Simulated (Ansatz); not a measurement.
Cd (hcp, Mg type)

```yaml
crystal:
  lattice:
    - [2.96206, 0.00000, 0.00000]
    - [-1.48103, 2.56522, 0.00000]
    - [0.00000, 0.00000, 5.80108]
  atoms:
    - { symbol: Cd, position: [0.33333, 0.66667, 0.75000] }
    - { symbol: Cd, position: [0.66667, 0.33333, 0.25000] }
```

Grid over V/V₀ and (c/a)/(c/a)₀, subscript 0 meaning the relaxed cell; the conventional c axis lies along z; no internal relaxation.

Calculation: r2SCAN (plane waves to 500 eV, PAW, scalar-relativistic; Ansatz, a first-principles code). k mesh 18×18×8 (Γ-centred), Fermi-Dirac smearing 0.05 eV. Compression counts positive. With partly filled bands, the response to shear is sensitive to the k mesh, so small differences along c/a are uncertain. Cd was relaxed with its symmetry unable to fall. The PAW data are Ansatz's earlier set.

At one point of the scan the stress tensor (GPa) is:

```
    1.4      0.0      0.0
    0.0      1.4      0.0
    0.0      0.0     -1.0
```

Problem. Which point is it?
A) V/V₀ = 0.987, (c/a)/(c/a)₀ = 1.000
B) V/V₀ = 0.960, (c/a)/(c/a)₀ = 0.947
C) V/V₀ = 0.960, (c/a)/(c/a)₀ = 1.053
D) V/V₀ = 1.013, (c/a)/(c/a)₀ = 1.053

Solution. D, V/V₀ = 1.013, (c/a)/(c/a)₀ = 1.053

(Under strain, the slope of the energy per volume gives the stress and its curvature an elastic modulus.)
